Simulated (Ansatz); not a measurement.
# Comparing deformations in C

Theory: Ansatz 0.2.0, DFT LDA, scalar-relativistic, plane waves, PAW. Settings: plane waves to 420 eV, k-mesh 12×12×12 (Γ-centred), Gaussian smearing 0.05 eV. No spin polarisation. Energies are free energies at this smearing, counted from the undisturbed cell; pressure is positive in compression.

The starting cell (relaxed at this level):

```
C
1.0
     1.24565    0.71917   10.25388
    -1.24565    0.71917   10.25388
     0.00000   -1.43835   10.25388
C
10
Direct
  0.02482 0.02482 0.02482
  0.97518 0.97518 0.97518
  0.10870 0.10870 0.10870
  0.89130 0.89130 0.89130
  0.15837 0.15837 0.15837
  0.84163 0.84163 0.84163
  0.37486 0.37486 0.37486
  0.62514 0.62514 0.62514
  0.42532 0.42532 0.42532
  0.57468 0.57468 0.57468
```

The cell is strained by ε times a Voigt pattern (xx, yy, zz, yz, xz, xy; engineering shear) with fractional coordinates fixed. τ = (1/V0) dE/dε comes from the stress tensor. Of each scan, only the three points used here are listed.

```csv
pattern,ε,τ (GPa)
"(0, 0, 1, 0, 0, 0)",-0.0150,-20.83
"(0, 0, 1, 0, 0, 0)",0.0000,0.00
"(0, 0, 1, 0, 0, 0)",0.0150,18.64
"(1, 1, 0, 0, 0, 0)",-0.0250,-74.31
"(1, 1, 0, 0, 0, 0)",0.0000,0.02
"(1, 1, 0, 0, 0, 0)",0.0250,61.64
```

Q: Which constants do the scans give, and which deformation costs least for the same size of strain tensor?

A: The slope dτ/dε at zero (parabola through three points) is pᵀCp: (0, 0, 1, 0, 0, 0) gives C33 = 1316 GPa; (1, 1, 0, 0, 0, 0) gives C11 + C22 + 2 C12 = 2719 GPa. The size of the strain tensor, ε:ε, is ε² times 1.0, 2.0. Per unit of it the stiffnesses are 1316, 1359 GPa, so (0, 0, 1, 0, 0, 0) is the softest of these: at ε:ε = (1 %)² the quadratic term costs 2.26 meV/atom against 2.34 for the stiffest. These are clamped-ion values.

Forces appear on the atoms along this scan, and letting them relax would lower the energy and soften the response.